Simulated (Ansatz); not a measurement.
The lowest calculated structure of AlN and denser ones, each relaxed at zero pressure. Level of theory: PBEsol (plane waves to 420 eV, PAW, scalar-relativistic; Ansatz, a quantum-chemistry and plane-wave program).

```tsv
structure	E − E(first row) (eV/atom)	V (Å³/atom)
P6₃mc, hP4, wurtzite type	0	10.46
P6₃/mmc, hP4	0.091	9.77
P6₃/mmc, hP4, NiAs type	0.268	8.46
Fm-3m, cF8, rock salt type	0.103	8.27
R3m, hR6, AFLOW prototype AB_hR6_160_b_b (B13, as in NiS)	0.498	9.40
```

Question: Estimate from H = E + PV, with the volumes held at these values, the pressure at which each denser structure becomes favourable. Which of these comes first?

Answer: The enthalpies cross at P = ΔE / (−ΔV); 1 eV/Å³ is 160.2 GPa.
- Fm-3m, cF8, rock salt type: 0.103 / (10.46 − 8.27) × 160.2 ≈ 7.5 GPa
- P6₃/mmc, hP4: 0.091 / (10.46 − 9.77) × 160.2 ≈ 21 GPa
- P6₃/mmc, hP4, NiAs type: 0.268 / (10.46 − 8.46) × 160.2 ≈ 21 GPa
- R3m, hR6, AFLOW prototype AB_hR6_160_b_b (B13, as in NiS): 0.498 / (10.46 − 9.40) × 160.2 ≈ 75 GPa (too high for this estimate to mean much)

First among these: Fm-3m, cF8, rock salt type, near 7.5 GPa. This leaves out the compression of both phases, so the common tangent of the full E(V) curves can lie elsewhere, the more so the higher the pressure.

Measured, AlN leaves this structure for rock salt near 14 GPa (on rising pressure, with hysteresis; as listed in Datta, Sujoy, Jana, Debnarayan, arXiv (2020)). The estimate for that structure is 7.5 GPa.

 3 generated cells of layers, chains or molecules, poorly bound without dispersion, are left out. Each run could gain symmetry but not lose that of its start, so entries can be saddle points. From databases, or of a type measured for this composition: P6₃mc, hP4, wurtzite type; P6₃/mmc, hP4; Fm-3m, cF8, rock salt type; the others are generated cells (placed on structure types, drawn at random, substituted or restacked) that were not matched to a known phase here. Static energies at zero pressure. No spin polarisation in the result.
